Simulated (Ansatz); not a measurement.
**YIr2: do energies and stresses tell the same story?**

Method: DFT PBEsol, scalar-relativistic, plane waves, PAW (Ansatz 0.2.0).

Cutoff 420 eV; k points 8×8×8 on the computed 6-atom cell (Γ-centred); Gaussian smearing, width 0.10 eV; no spin polarisation.

Relaxed cell: Fd-3m, a = 7.493 Å, b = 7.493 Å, c = 7.493 Å, α = 90.00°, β = 90.00°, γ = 90.00°, 6 atoms in the primitive cell. Whether it is the stable form of this composition wasn't checked.

Energies at zero smearing and pressures from the stress tensor, at volumes with shape and atoms relaxed:
```tsv
V (Å³/atom)	E − E(first) (meV/atom)	P (GPa)
15.426	0.00	37.26
15.952	-102.36	25.48
16.478	-169.15	15.53
17.004	-205.88	7.12
17.530	-217.21	0.01
18.056	-207.08	-5.99
18.582	-178.83	-11.06
19.283	-117.83	-16.59
```

Check P = −dE/dV between neighbouring volumes, and get the bulk modulus from the pressures alone.

With 1 eV/Å³ = 160.2 GPa:
```csv
middle V (Å³/atom),−ΔE/ΔV (GPa),mean P (GPa)
15.689,31.185,31.369
16.215,20.347,20.502
16.741,11.191,11.321
17.267,3.451,3.562
17.793,-3.086,-2.993
18.319,-8.606,-8.527
18.932,-13.938,-13.827
```

The two differ by 0.18 GPa at most. The mean of two end pressures misses the average over a step by about ΔV² P″/12, up to 0.16 GPa here; with that taken off 0.02 GPa remains. Around V = 17.530 Å³/atom, the two neighbours give B = −V ΔP/ΔV = 17.530 × 13.11 / 1.052 = 218.5 GPa, against B0 = 217.1 GPa from the Birch–Murnaghan fit of the energies.

Spin–orbit coupling is left out, which can shift energies with elements as heavy as these.

Cost: 9 runs of about 2.9 core-minutes in all, on Arm Neoverse V1 (shared hosts).